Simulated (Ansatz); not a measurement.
## Relaxation path: Nb (diamond type)

DFT, LDA, PAW with Ansatz's default frozen-core files, scalar-relativistic (Ansatz 0.2.0); a Γ-centred 12×12×12 k mesh, Fermi–Dirac smearing of 0.05 eV, no spin polarisation. The run relaxes cell and atoms at a target pressure of 1.1 GPa.

Command: `ansatz run input.yaml --threads 1 --pin off --max-ram 3584MiB --backend cpu --events-out ev --progress --plain --runs-dir out` It took 13 s on 1 thread of Arm Neoverse V2 (shared host), peak memory 0.33 GiB.

```yaml
crystal:
  lattice:
    - [0.0, 2.80095453, 2.80095453]
    - [2.80095453, 0.0, 2.80095453]
    - [2.80095453, 2.80095453, 0.0]
  atoms:
    - { symbol: Nb, position: [-0.125, -0.125, -0.125] }
    - { symbol: Nb, position: [0.125, 0.125, 0.125] }
kpoints:
  mp_grid: { grid: [12, 12, 12] }
scf:
  occupations: { method: fermi_dirac, width: 0.05 }
hamiltonian:
  xc: lda
  pseudopotentials: { kind: paw }
output:
  forces: true
  stress: true
  eigenvalues: true
relax:
  f_tol: 0.005
  max_steps: 40
  cell: { p_target: 1.1, stress_tol: 0.03 }
```

Each step lists its enthalpy F + pV a cell above the last geometry, the pressure, the cell vectors (Å), and Cartesian positions (Å) with forces (eV/Å).

The first step:

```
step 1  dH = 58.80 meV  P = 7.77 GPa
  cell 0.0000 2.8010 2.8010  2.8010 0.0000 2.8010  2.8010 2.8010 0.0000
  Nb -0.7002 -0.7002 -0.7002   0.0000 0.0000 0.0000
  Nb 0.7002 0.7002 0.7002   0.0000 0.0000 0.0000
```

The PAW files were made under PBE.

The symmetry of the start is kept and no stability test is made, so the end need not be the stable phase.

Where does the relaxation end, and by which steps?

After 4 geometries, with conventional a, b, c = 5.726, 5.726, 5.726 Å, at 23.463 Å³/atom (+6.78 % against the start) in space group Fd-3m, with a shortest distance of 2.479 Å. The further steps:
```
step 2  dH = 0.37 meV  P = 0.64 GPa
  cell 0.0000 2.8678 2.8678  2.8678 0.0000 2.8678  2.8678 2.8678 0.0000
  Nb -0.7169 -0.7169 -0.7169   0.0000 0.0000 0.0000
  Nb 0.7169 0.7169 0.7169   0.0000 0.0000 0.0000
step 3  dH = 0.00 meV  P = 1.06 GPa
  cell 0.0000 2.8633 2.8633  2.8633 0.0000 2.8633  2.8633 2.8633 0.0000
  Nb -0.7158 -0.7158 -0.7158   0.0000 0.0000 0.0000
  Nb 0.7158 0.7158 0.7158   0.0000 0.0000 0.0000
step 4  dH = 0.00 meV  P = 1.10 GPa
  cell 0.0000 2.8628 2.8628  2.8628 0.0000 2.8628  2.8628 2.8628 0.0000
  Nb -0.7157 -0.7157 -0.7157   0.0000 0.0000 0.0000
  Nb 0.7157 0.7157 0.7157   0.0000 0.0000 0.0000
step 5  dH = -0.22 meV  P = 1.11 GPa  (same geometry on a basis chosen anew; earlier energies don't compare to the last digit)
  cell 0.0000 2.8628 2.8628  2.8628 0.0000 2.8628  2.8628 2.8628 0.0000
  Nb -0.7157 -0.7157 -0.7157   0.0000 0.0000 0.0000
  Nb 0.7157 0.7157 0.7157   0.0000 0.0000 0.0000
```
